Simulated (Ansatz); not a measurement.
Relaxed candidate structures of ZrCl:

A. P4₂/mmc (No. 131), tP4; a = 3.0838 Å, b = 3.0838 Å, c = 8.4161 Å, α = 90.00°, β = 90.00°, γ = 90.00°; Cl 2e (0.000, 0.000, 0.250); Zr 2c (0.000, 0.500, 0.000)

B. P6/mmm (No. 191), hP4; a = b = 4.745 Å, c = 5.273 Å, α = β = 90.00°, γ = 120.00°; Cl 2c (0.333, 0.667, 0.000); Zr 1b (0.000, 0.000, 0.500); Zr 1a (0.000, 0.000, 0.000)

C. P-3m1 (No. 164), hP4; a = b = 3.298 Å, c = 9.650 Å, α = β = 90.00°, γ = 120.00°; Zr 2d (0.333, 0.667, 0.370); Cl 2d (0.667, 0.333, 0.186)

D. Pm (No. 6), mP12; a = 5.017 Å, b = 4.990 Å, c = 10.057 Å, α = γ = 90.00°, β = 90.34°

E. P6₃/mmc (No. 194), hP8; a = b = 3.206 Å, c = 15.950 Å, α = β = 90.00°, γ = 120.00°; Zr 4f (0.333, 0.667, 0.131); Cl 2a (0.000, 0.000, 0.000); Cl 2d (0.667, 0.333, 0.250)

F. R-3m, hexagonal axes (No. 166), hR4; a = b = 3.3940 Å, c = 28.1521 Å, α = β = 90.00°, γ = 120.00°; Zr 6c (0.000, 0.000, 0.125); Cl 6c (0.000, 0.000, 0.397)

Order them by energy per atom (lowest first) at the level PBEsol (plane waves to 420 eV, PAW, scalar-relativistic; Ansatz, a quantum-chemistry and plane-wave program).

F (reference, the lowest of the structures calculated here), C (+0.04 eV/atom), D (+0.45 eV/atom), E (+0.52 eV/atom), A (+0.54 eV/atom), B (+1.48 eV/atom)

2 runs with a doubtful electronic state, a coarser numerical grid, an end not at rest or a source that can't be used are left out. 2 generated cells of layers, chains or molecules, poorly bound without dispersion, are left out. Each run could gain symmetry but not lose that of its start, so entries can be saddle points. From databases, or of a type measured for this composition: P-3m1, hP4; R-3m, hR4; the others are generated cells (placed on structure types, drawn at random, substituted or restacked) that were not matched to a known phase here. Energies are at zero temperature and pressure, without zero-point motion. Each cell has its own k-point mesh; energy differences are given only to the digits this allows. No spin polarisation in the result. The d or f electrons are treated with no Hubbard U. Without a van der Waals term the distances between weakly bound units are poorly fixed.
